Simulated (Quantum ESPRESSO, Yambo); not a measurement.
**G0W0 results for RbLuO$_{2}$**

```cif
data_LuO2Rb
_chemical_formula_sum 'O2 Rb1 Lu1'
_space_group_name_H-M_alt 'P 1'
_space_group_IT_number 1
_cell_length_a 6.71549
_cell_length_b 6.71549
_cell_length_c 6.71549
_cell_angle_alpha 29.168
_cell_angle_beta 29.168
_cell_angle_gamma 29.168
loop_
_space_group_symop_operation_xyz
  'x, y, z'
loop_
_atom_site_label
_atom_site_type_symbol
_atom_site_fract_x
_atom_site_fract_y
_atom_site_fract_z
_atom_site_occupancy
O1 O 0.77506 0.77506 0.77506 1
O2 O 0.22494 0.22494 0.22494 1
Rb1 Rb 0.00000 0.00000 0.00000 1
Lu1 Lu 0.50000 0.50000 0.50000 1
```

Cell and atoms were relaxed with PBEsol from Materials Project entry mp-7480, within its symmetry.

Starting point: PBEsol (pw.x of Quantum ESPRESSO, ONCV potentials, scalar-relativistic). G0W0 in Yambo: 4×4×4 Γ-centred k mesh, bands 2 to 129 and a 8 Ry block in the screening, 129 bands in G with the Bruneval-Gonze terminator, plasmon pole fitted at 27.2 eV.

| Quantity | Result |
|---|---|
| PBEsol gap along the band path | 3.22 eV |
| PBEsol gap between the mesh's edge points (Γ → F) | 3.22 eV |
| G0W0 gap between the same points | 3.96 eV |
| PBEsol smallest direct gap on the mesh (at Γ) | 3.45 eV |
| G0W0 direct gap at that point | 4.16 eV |

```csv
k point,band,E PBEsol (eV),E QP (eV),shift (eV),Z
Γ,VB,0.00,0.06,0.06,0.80
Γ,CB,3.45,4.23,0.78,0.86
L,VB,-0.59,-0.47,0.13,0.80
L,CB,4.31,5.31,1.00,0.86
F,VB,-0.32,-0.40,-0.08,0.80
F,CB,3.22,4.02,0.80,0.86
Z,VB,-0.07,0.03,0.10,0.80
Z,CB,4.22,5.17,0.95,0.86
```

Energies count from the PBEsol valence-band maximum.

Nearest settings tried, and what they do to the gap: 86 bands in W, 86 bands in G: +80 meV. Not varied: block, mesh. So the settings aren't converged at that level.

The 4f states are in the valence at their DFT position.
